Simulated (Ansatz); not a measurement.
Ansatz (a quantum-chemistry and plane-wave program) input:

Ansatz 0.2 input:
```yaml
crystal:
  lattice:
    - [0.0, 2.8560110845, 2.8560110845]
    - [2.8560110845, 0.0, 2.8560110845]
    - [2.8560110845, 2.8560110845, 0.0]
  atoms:
    - { symbol: Ca, position: [0.0, 0.0, 0.0] }
    - { symbol: S, position: [0.5, 0.5, 0.5] }
kpoints:
  mp_grid: { grid: [8, 8, 8] }
hamiltonian:
  xc: pbe
  pseudopotentials: { kind: paw }
scf:
  occupations: { method: fixed }
elastic: { mode: relaxed_ion, stencil: two_point, amplitude: 0.005, f_tol: 0.0005 }
```

Output (shortened):

```
Pseudopotential: Ca, paw, valence charge 10
Pseudopotential: S, paw, valence charge 6
Functional definition: PBE
Crystal: 2 atoms, lattice volume = 46.592 Å³
Basis set: ecut = 420 eV, 941 PW (Γ), exchange–correlation on 60×60×60 points (8 copies of the dense FFT grid, shifted against one another)
Bands: 12, of which v1, the nominal top of the filled ones, is band 8 counted from 1 (7 counted from 0)
Symmetry: 48 space group operations
Space group: Fm-3m (ITA 225), of the structure as read, at distance tolerance 3.6e-5 Å
k-points: 29 of 512
SCF iter   1: F=—  HF=-2723.262254 eV  |F-HF|=—  |Δ(HF+E_count)|=         —  Δρ=3.90e-4  dr2=4.49e-5  ethr=1.77e-3  ⟨swp⟩=4.5  Hψ=1972  notcnv=0  defer=18
preconditioner: auto → none
SCF iter   2: F=—  HF=-2723.262070 eV  |F-HF|=—  |Δ(HF+E_count)|=   1.84e-4  Δρ=3.30e-4  dr2=8.77e-5  ethr=2.81e-7  ⟨swp⟩=3.0  Hψ=947  notcnv=0  defer=53
SCF iter   3: F=—  HF=-2723.262060 eV  |F-HF|=—  |Δ(HF+E_count)|=   9.86e-6  Δρ=9.78e-5  dr2=2.57e-6  ethr=2.81e-7  ⟨swp⟩=2.2  Hψ=538  notcnv=0  defer=48
SCF iter   4: F=—  HF=-2723.262075 eV  |F-HF|=—  |Δ(HF+E_count)|=   1.47e-5  Δρ=4.33e-5  dr2=6.28e-7  ethr=1.61e-8  ⟨swp⟩=2.1  Hψ=551  notcnv=0  defer=1
SCF iter   5: F=—  HF=-2723.262075 eV  |F-HF|=—  |Δ(HF+E_count)|=   7.53e-7  Δρ=1.47e-5  dr2=1.25e-7  ethr=3.92e-9  ⟨swp⟩=3.0  Hψ=583  notcnv=0
SCF iter   6: F=—  HF=-2723.262075 eV  |F-HF|=—  |Δ(HF+E_count)|=   3.64e-8  Δρ=5.12e-6  dr2=1.75e-8  ethr=7.79e-10  ⟨swp⟩=2.0  Hψ=432  notcnv=0
SCF iter   7: F=—  HF=-2723.262075 eV  |F-HF|=—  |Δ(HF+E_count)|=   3.03e-9  Δρ=1.13e-6  dr2=9.98e-10  ethr=1.09e-10  ⟨swp⟩=2.0  Hψ=427  notcnv=0
SCF iter   8: F=—  HF=-2723.262075 eV  |F-HF|=—  |Δ(HF+E_count)|=  2.46e-10  Δρ=3.66e-7  dr2=1.11e-10  ethr=6.24e-12  ⟨swp⟩=2.8  Hψ=551  notcnv=0
SCF iter  10: F=-2723.262075 eV  HF=-2723.262075 eV  |F-HF|=0.00e0  |Δ(HF+E_count)|=  5.00e-12  Δρ=2.95e-9  dr2=5.86e-15  ethr=1.00e-12  ⟨swp⟩=5.3  Hψ=2185  notcnv=0
SCF 1 converged in 10 iterations: F = -2723.262075 eV  dr2 = 5.86e-15
Crystal: 2 atoms, lattice volume = 46.359 Å³
Basis set: ecut = 420 eV, 925 PW (Γ), exchange–correlation on 60×60×60 points (8 copies of the dense FFT grid, shifted against one another)
Symmetry: 16 space group operations
k-points: 59 of 512
iter 1 solved again at ethr=3.52e-7 eV; its pass at ethr=3.10e-3 eV (dr2=5.64e-5 eV) is discarded
SCF iter   1: F=—  HF=-2723.261658 eV  |F-HF|=—  |Δ(HF+E_count)|=         —  Δρ=3.75e-4  dr2=9.75e-5  ethr=3.52e-7  ⟨swp⟩=3.2  Hψ=4824  notcnv=0  defer=67
preconditioner: auto → none
SCF iter   2: F=—  HF=-2723.261631 eV  |F-HF|=—  |Δ(HF+E_count)|=   2.61e-5  Δρ=1.50e-4  dr2=1.39e-5  ethr=3.52e-7  ⟨swp⟩=2.8  Hψ=1244  notcnv=0  defer=93
SCF iter   3: F=—  HF=-2723.261629 eV  |F-HF|=—  |Δ(HF+E_count)|=   2.29e-6  Δρ=5.23e-5  dr2=2.03e-6  ethr=7.59e-8  ⟨swp⟩=2.0  Hψ=944  notcnv=0  defer=11
SCF iter   4: F=—  HF=-2723.261629 eV  |F-HF|=—  |Δ(HF+E_count)|=   1.35e-7  Δρ=1.58e-5  dr2=6.64e-8  ethr=1.11e-8  ⟨swp⟩=2.1  Hψ=952  notcnv=0  defer=8
SCF iter   5: F=—  HF=-2723.261629 eV  |F-HF|=—  |Δ(HF+E_count)|=   4.54e-8  Δρ=3.07e-6  dr2=2.42e-9  ethr=3.63e-10  ⟨swp⟩=2.3  Hψ=1076  notcnv=0  defer=8
SCF iter   6: F=—  HF=-2723.261629 eV  |F-HF|=—  |Δ(HF+E_count)|=   1.35e-9  Δρ=4.17e-7  dr2=3.49e-11  ethr=1.32e-11  ⟨swp⟩=2.0  Hψ=1164  notcnv=0  defer=8
SCF iter   7: F=—  HF=-2723.261629 eV  |F-HF|=—  |Δ(HF+E_count)|=  5.46e-11  Δρ=3.33e-8  dr2=4.12e-13  ethr=1.91e-13 (applied; sched 1.00e-12)  ⟨swp⟩=2.0  Hψ=944  notcnv=0  defer=8
SCF iter   8: F=-2723.261629 eV  HF=-2723.261629 eV  |F-HF|=9.09e-13  |Δ(HF+E_count)|=  9.09e-13  Δρ=4.76e-9  dr2=4.35e-15  ethr=1.00e-12  ⟨swp⟩=4.6  Hψ=2350  notcnv=0
SCF 2 converged in 8 iterations: F = -2723.261629 eV  dr2 = 4.35e-15
Crystal: 2 atoms, lattice volume = 46.825 Å³
iter 1 solved again at ethr=3.17e-10 eV; its pass at ethr=3.10e-3 eV (dr2=5.07e-8 eV) is discarded
SCF iter   1: F=—  HF=-2723.261620 eV  |F-HF|=—  |Δ(HF+E_count)|=         —  Δρ=1.01e-5  dr2=5.17e-8  ethr=3.17e-10  ⟨swp⟩=2.1  Hψ=4259  notcnv=0  defer=63
preconditioner: auto → none
SCF iter   2: F=—  HF=-2723.261628 eV  |F-HF|=—  |Δ(HF+E_count)|=   7.49e-6  Δρ=3.66e-6  dr2=6.57e-9  ethr=3.17e-10  ⟨swp⟩=2.2  Hψ=916  notcnv=0  defer=63
SCF iter   3: F=—  HF=-2723.261628 eV  |F-HF|=—  |Δ(HF+E_count)|=   1.15e-8  Δρ=1.03e-6  dr2=7.30e-10  ethr=4.11e-11  ⟨swp⟩=2.0  Hψ=944  notcnv=0  defer=63
SCF iter   4: F=—  HF=-2723.261628 eV  |F-HF|=—  |Δ(HF+E_count)|=  1.78e-10  Δρ=3.75e-7  dr2=2.39e-11  ethr=4.56e-12  ⟨swp⟩=2.0  Hψ=922  notcnv=0  defer=63
SCF iter   5: F=—  HF=-2723.261628 eV  |F-HF|=—  |Δ(HF+E_count)|=  2.23e-10  Δρ=5.23e-8  dr2=7.88e-13  ethr=1.49e-13 (applied; sched 1.00e-12)  ⟨swp⟩=2.6  Hψ=1144  notcnv=0  defer=63
SCF iter   6: F=-2723.261628 eV  HF=-2723.261628 eV  |F-HF|=9.09e-13  |Δ(HF+E_count)|=  1.82e-12  Δρ=4.44e-9  dr2=4.40e-15  ethr=1.00e-12  ⟨swp⟩=4.6  Hψ=2356  notcnv=0
SCF 3 converged in 6 iterations: F = -2723.261628 eV  dr2 = 4.40e-15
Crystal: 2 atoms, lattice volume = 46.592 Å³
Basis set: ecut = 420 eV, 933 PW (Γ), exchange–correlation on 60×60×60 points (8 copies of the dense FFT grid, shifted against one another)
Symmetry: 8 space group operations
k-points: 95 of 512
iter 1 solved again at ethr=9.96e-8 eV; its pass at ethr=3.10e-3 eV (dr2=1.59e-5 eV) is discarded
SCF iter   1: F=—  HF=-2723.261942 eV  |F-HF|=—  |Δ(HF+E_count)|=         —  Δρ=1.23e-4  dr2=5.60e-6  ethr=9.96e-8  ⟨swp⟩=3.2  Hψ=7637  notcnv=0  defer=134
preconditioner: auto → none
SCF iter   2: F=—  HF=-2723.261952 eV  |F-HF|=—  |Δ(HF+E_count)|=   1.00e-5  Δρ=6.48e-5  dr2=1.49e-6  ethr=3.50e-8  ⟨swp⟩=1.6  Hψ=1288  notcnv=0  defer=45
SCF iter   3: F=—  HF=-2723.261954 eV  |F-HF|=—  |Δ(HF+E_count)|=   1.74e-6  Δρ=3.94e-6  dr2=6.83e-9  ethr=9.29e-9  ⟨swp⟩=2.6  Hψ=1737  notcnv=0  defer=23
SCF iter   4: F=—  HF=-2723.261954 eV  |F-HF|=—  |Δ(HF+E_count)|=   4.59e-9  Δρ=2.40e-6  dr2=4.80e-9  ethr=4.27e-11  ⟨swp⟩=2.8  Hψ=2083  notcnv=0  defer=23
SCF iter   5: F=—  HF=-2723.261954 eV  |F-HF|=—  |Δ(HF+E_count)|=   1.54e-9  Δρ=3.07e-7  dr2=2.16e-11  ethr=3.00e-11  ⟨swp⟩=2.0  Hψ=1497  notcnv=0  defer=23
SCF iter   6: F=—  HF=-2723.261954 eV  |F-HF|=—  |Δ(HF+E_count)|=  3.27e-11  Δρ=5.01e-8  dr2=6.40e-13  ethr=1.35e-13 (applied; sched 1.00e-12)  ⟨swp⟩=2.1  Hψ=1858  notcnv=0  defer=23
SCF iter   7: F=—  HF=-2723.261954 eV  |F-HF|=—  |Δ(HF+E_count)|=  1.36e-12  Δρ=1.76e-8  dr2=1.13e-13  ethr=1.00e-12  ⟨swp⟩=4.8  Hψ=3862  notcnv=0
SCF iter   8: F=-2723.261954 eV  HF=-2723.261954 eV  |F-HF|=4.55e-13  |Δ(HF+E_count)|=    0.00e0  Δρ=2.72e-9  dr2=2.27e-15  ethr=1.00e-12  ⟨swp⟩=3.8  Hψ=3148  notcnv=0
SCF 4 converged in 8 iterations: F = -2723.261954 eV  dr2 = 2.27e-15
Crystal: 2 atoms, lattice volume = 46.592 Å³
iter 1 solved again at ethr=3.89e-12 eV; its pass at ethr=3.10e-3 eV (dr2=6.22e-10 eV) is discarded
SCF iter   1: F=—  HF=-2723.261946 eV  |F-HF|=—  |Δ(HF+E_count)|=         —  Δρ=2.18e-6  dr2=5.37e-10  ethr=3.89e-12  ⟨swp⟩=3.3  Hψ=7496  notcnv=0  defer=105
preconditioner: auto → none
SCF iter   2: F=—  HF=-2723.261954 eV  |F-HF|=—  |Δ(HF+E_count)|=   7.45e-6  Δρ=1.10e-6  dr2=1.25e-10  ethr=3.36e-12  ⟨swp⟩=2.0  Hψ=1900  notcnv=0  defer=105
SCF iter   3: F=—  HF=-2723.261954 eV  |F-HF|=—  |Δ(HF+E_count)|=   5.83e-9  Δρ=2.41e-7  dr2=3.91e-11  ethr=7.79e-13 (applied; sched 1.00e-12)  ⟨swp⟩=2.6  Hψ=1840  notcnv=0  defer=105
SCF iter   4: F=—  HF=-2723.261954 eV  |F-HF|=—  |Δ(HF+E_count)|=  6.82e-12  Δρ=6.36e-8  dr2=5.89e-13  ethr=2.44e-13 (applied; sched 1.00e-12)  ⟨swp⟩=2.0  Hψ=1495  notcnv=0  defer=105
SCF iter   5: F=—  HF=-2723.261954 eV  |F-HF|=—  |Δ(HF+E_count)|=  2.73e-12  Δρ=2.04e-8  dr2=1.66e-13  ethr=1.00e-12  ⟨swp⟩=4.6  Hψ=3772  notcnv=0
SCF iter   6: F=-2723.261954 eV  HF=-2723.261954 eV  |F-HF|=1.36e-12  |Δ(HF+E_count)|=  9.09e-13  Δρ=1.23e-8  dr2=7.03e-14  ethr=1.00e-12  ⟨swp⟩=3.8  Hψ=3215  notcnv=0
SCF 5 converged in 6 iterations: F = -2723.261954 eV  dr2 = 7.03e-14
SCF converged after 10 iterations
Free energy (F): -2723.262075 eV
Harris-Foulkes:  -2723.262075 eV  (|F-HF|=0.00e0)
Internal energy: -2723.262075 eV  (E = F + TS)
E sigma→0 (E₀):  -2723.262075 eV
Fermi energy:    5.876735 eV
--- Per-component energies (eV) ---
  E_band       = -136.209143
  E_kinetic    = 386.287308
  E_local      = -827.644006  (includes V_loc(G=0)·N_el)
  E_nonlocal   = 91.643812
  E_hartree    = 271.834489
  E_xc         = -235.947298
  E_vxc        = -260.720250  (∫ρ·V_xc dr)
  E_paw        = -1458.653573  (= ΣΔE_a)
  E_vpaw       = -69.444981  (= ΣTr[D̂ρ^β])
  E_aug_tail   = -0.000004  (compensation charges beyond the density's cutoff)
  E_ewald      = -950.782803
  E_smearing   =  0.000000  (= −TS)
  E_closure    = 0.000000  (closes the sum)
  Σ components = -2723.262075   (vs F -2723.262075, Δ=0.00e0)
  [band-id]    e_kinetic+e_local+e_nonlocal+2·e_hartree+e_vxc+e_vpaw+e_augmentation_tail = -136.209142   (vs E_band -136.209143, Δ=2.40e-7)
--- Forces (eV/Å), atoms counted from 1 ---
  atom   1  Ca     0.00000000     0.00000000     0.00000000
  atom   2  S      0.00000000     0.00000000     0.00000000
  max |Σ_I F_I| component: 0.0 eV/Å
--- Stress (GPa, compression-positive) ---
       -0.007174       0.000000       0.000000
        0.000000      -0.007174       0.000000
        0.000000       0.000000      -0.007174
  P = ⅓ Tr σ = -0.0072 GPa (-0.072 kbar)
--- Band table (eV; the first three rows and the last of 29) ---
  k-point 0: bands = ["-33.3660", "-14.3435", "-14.3435", "-14.3435", "-5.4138", "5.8767", "5.8767", "5.8767", "9.9751", "10.0416", "10.0416", "10.0416"]
  k-point 1: bands = ["-33.3645", "-14.3675", "-14.3454", "-14.3454", "-5.3091", "5.2238", "5.6570", "5.6570", "10.0272", "10.2664", "10.2664", "10.7496"]
  k-point 2: bands = ["-33.3606", "-14.4244", "-14.3498", "-14.3498", "-5.0434", "4.0737", "5.2230", "5.2230", "10.1525", "10.8367", "10.8367", "12.0193"]
  k-point 28: bands = ["-33.3518", "-14.4254", "-14.4254", "-14.3995", "-4.6897", "4.1145", "4.1145", "4.3497", "10.6907", "10.6907", "11.8403", "12.2582"]
--- Elastic constants: 2 strain directions × 2 members + reference (group order 48) ---
  dense FFT box of the reference and of every strained cell: 30×30×30
  strains applied: 11, 23; error gains: componentwise 1.00 (the most a stress slope's error grows in a printed constant), spectral 1.73 (1 for all six strains …
  C = ∂σ_k/∂η_j (tension-positive GPa; Voigt order 11 22 33 23 13 12):
       123.174     23.869     23.869      0.000      0.000      0.000
        23.869    123.174     23.869      0.000      0.000      0.000
        23.869     23.869    123.174      0.000      0.000      0.000
         0.000      0.000      0.000     33.605      0.000      0.000
         0.000      0.000      0.000      0.000     33.605      0.000
         0.000      0.000      0.000      0.000      0.000     33.605
  reference stress σ⁰ (GPa):      0.007      0.007      0.007      0.000      0.000      0.000
  C* (energy form; C + prestress term) asymmetry max|C*_kj − C*_jk| = 3.553e-15 GPa — a small one proves nothing (zero by symmetry where the batch's group is …
  moduli (Voigt/Reuss/Hill, GPa): K = 56.97/56.97/56.97   G = 40.02/38.59/39.31   E = 95.88   ν = 0.220
  mechanically stable: yes (min eigenvalue of sym C = 33.60 GPa)
  where every solve meets its electron count the energy-path curvature estimates C_jj along a normal strain and C_jj − ¼(σ⁰_aa + σ⁰_bb) along a shear (ab), of …
  strain η (Voigt 11):  stress-route row diagonal C_11 = 123.17 GPa, energy-path curvature d²(F+E_count+ΔE)/dδ²/Ω₀ = 123.14 GPa
         δ    σ_11 (GPa)             F (eV)   n_scf  n_hpsi   n_pw
    -5.000e-3      -0.6283       -2723.2616294       8   14420    934   relax 0 steps, max|allowed force component| 0.0 eV/Å
     5.000e-3       0.6035       -2723.2616278       6   11445    941   relax 0 steps, max|allowed force component| 0.0 eV/Å
  strain η (Voigt 23):  stress-route row diagonal C_44 = 33.60 GPa, energy-path curvature d²(F+E_count+ΔE)/dδ²/Ω₀ = 33.60 GPa
         δ    σ_23 (GPa)             F (eV)   n_scf  n_hpsi   n_pw
    -5.000e-3      -0.1680       -2723.2619537       8   24576    934   relax 0 steps, max|allowed force component| 0.0 eV/Å
     5.000e-3       0.1680       -2723.2619537       6   21190    934   relax 0 steps, max|allowed force component| 0.0 eV/Å
```

Cost: roughly 14 core-seconds on shared cores.

The cell was relaxed with PBE under the symmetry of its start; phonons on a q-mesh show no instability.

Potentials: the later of the program's two PAW sets.

Ansatz is a plane-wave DFT program.
